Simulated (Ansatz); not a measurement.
CaPt (rocksalt type), DFT, r2SCAN, PAW with Ansatz's default frozen-core files, fully relativistic files with spin-orbit coupling (Ansatz 0.2.0), on 1 thread of Arm Neoverse N1 (shared host).

Command: `ansatz run input.yaml --threads 1 --pin off --max-ram 2048MiB --backend cpu --events-out ev --progress --plain --runs-dir out`

```yaml
crystal:
  lattice:
    - [0.0, 2.898417632, 2.898417632]
    - [2.898417632, 0.0, 2.898417632]
    - [2.898417632, 2.898417632, 0.0]
  atoms:
    - { symbol: Ca, position: [0.0, 0.0, 0.0] }
    - { symbol: Pt, position: [0.5, 0.5, 0.5] }
kpoints:
  mp_grid: { grid: [12, 12, 12] }
  band_path:
    path:
      - [0.0, 0.0, 0.0]
      - [0.5, 0.0, 0.5]
      - [0.625, 0.25, 0.625]
      - [0.375, 0.375, 0.75]
      - [0.0, 0.0, 0.0]
      - [0.5, 0.5, 0.5]
      - [0.5, 0.25, 0.75]
      - [0.5, 0.0, 0.5]
    npoints: 8
scf:
  occupations: { method: fermi_dirac, width: 0.05 }
hamiltonian:
  xc: r2scan
  pseudopotentials: { kind: paw_fr }
output:
  forces: true
  stress: true
  eigenvalues: true
magnetization:
  noncollinear: true
  spin_orbit: true
```

(1) How large is the problem that the program sets up?

(2) About how long does it take, and how much memory?

Answers

(1) 72 irreducible k-points, 1243 plane waves at Γ, 36 bands.

(2) 2.5 min of wall time for 10 SCF iterations, with a peak of 0.71 GiB. Times on shared machines scatter by tens of per cent.
